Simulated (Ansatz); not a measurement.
This guess for B10Pt is about to be relaxed.

```
B Pt
1.0
     4.92898    0.00000    0.00000
    -2.46449    4.26862    0.00000
     0.00000    0.00000    4.64653
B Pt
10 1
Direct
  0.33333 0.66667 0.50000
  0.66667 0.33333 0.50000
  0.42918 0.17926 0.50000
  0.82074 0.24992 0.50000
  0.75008 0.57082 0.50000
  0.17926 0.42918 0.50000
  0.24992 0.82074 0.50000
  0.57082 0.75008 0.50000
  0.33333 0.66667 0.00000
  0.66667 0.33333 0.00000
  0.00000 0.00000 0.50000
```

All numbers below come from Ansatz 0.2.0, DFT PBE, scalar-relativistic, plane waves, PAW. Cutoff 420 eV, Gaussian smearing, Γ-centred meshes. Cell and atoms relax first on a coarse mesh and then on a finer one. In between, the cell is made exact in the group found at 0.06 Å. In metals the finer mesh still leaves noise of several meV/atom or more. The steps can't lower the symmetry of their start. No spin polarisation.

A guess keeps its type if space group and coordination stay and the shape of the cell changes little (axis ratios within about 15 %, angles within 6°); the volume may change.

Q: Will the relaxed cell still be of the starting type?

A: It doesn't keep its type. The symmetry stays P-62m (No. 189). The volume per atom grows by 15.4 %, from 8.9 to 10.3 Å³. The shortest distance goes from 1.03 Å (B–B) to 1.55 Å (B–B). The ratio c/a of the conventional cell changes by a factor of 0.51. Counting neighbours within 15 % of an atom's shortest distance, the start has B 1/3/8, Pt 6 and the end B 2/5, Pt 6. In detail, at the end B on a site of symmetry -6 is surrounded by 2 B at 1.55 Å and 3 B at 1.67 Å; B on a site of symmetry m is surrounded by 2 B at 1.67–1.69 Å and 1 Pt at 2.11 Å; Pt is surrounded by 6 B at 2.11 Å; 1 more site not described.

```
B Pt
1.0
     6.49133    0.00000    0.00000
    -3.24566    5.62165    0.00000
     0.00000    0.00000    3.09183
B Pt
10 1
Direct
  0.33333 0.66667 0.50000
  0.66667 0.33333 0.50000
  0.37219 0.14996 0.50000
  0.85004 0.22223 0.50000
  0.77777 0.62781 0.50000
  0.14996 0.37219 0.50000
  0.22223 0.85004 0.50000
  0.62781 0.77777 0.50000
  0.33333 0.66667 0.00000
  0.66667 0.33333 0.00000
  0.00000 0.00000 0.50000
```

The last run used a 6×6×12 mesh (in the run's order of axes) for its 11-atom cell and Gaussian smearing of 0.10 eV. Spin–orbit coupling, which can matter for Pt, is left out. Symmetry constrained the relaxation, so the result can be a saddle point. Another cell of B10Pt relaxed alike, in P6/mmm, lies 139 meV/atom lower, so this cell isn't the stable form at this level.

In counts of neighbours, a slash parts the counts of unlike sites.
